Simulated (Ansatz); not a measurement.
Ga2S3 (space group Cc)

```
CELL_PARAMETERS angstrom
      5.56123    -3.19646     0.00000
      5.56123     3.19646     0.00000
     -3.60990     0.00000     6.00209
ATOMIC_POSITIONS crystal
  Ga 0.73045 0.86409 0.38063
  Ga 0.86409 0.73045 0.88063
  Ga 0.35969 0.55317 0.37164
  Ga 0.55317 0.35969 0.87164
  S  0.75564 0.56305 0.49492
  S  0.56305 0.75564 0.99492
  S  0.40616 0.23895 0.48686
  S  0.23895 0.40616 0.98686
  S  0.91690 0.08989 0.01695
  S  0.08989 0.91690 0.51695
```

The volume is varied about the relaxed value V₀ at fixed cell shape. The atoms relax within the cell's symmetry.

The numbers are results of PBEsol (plane waves to 420 eV, PAW, scalar-relativistic; Ansatz, a program for electronic structure), not measurements. k mesh 6×6×6 (Γ-centred), Fermi-Dirac smearing 0.05 eV. The energy includes the smearing's −TS. With the shape held, the modulus is that of even scaling; a crystal free to change shape is softer. Ga2S3 was relaxed with its symmetry unable to fall. The zero of ΔE is the relaxed starting cell.

| V (Å³/atom) | ΔE (meV/atom) |
|---|---|
| 20.059 | 9.9 |
| 20.379 | 5.4 |
| 20.699 | 2.3 |
| 21.019 | 0.6 |
| 21.339 | 0.0 |
| 21.659 | 0.5 |
| 21.979 | 2.1 |
| 22.299 | 4.5 |
| 22.619 | 7.8 |

Problem. What is the fitted pressure derivative B₀′?

Solution. 5.1.

Problem. What bulk modulus at fixed cell shape B₀ follows from a third-order Birch-Murnaghan fit?

Solution. 36.3 GPa.

(Under strain, the slope of the energy per volume gives the stress and its curvature an elastic modulus.)
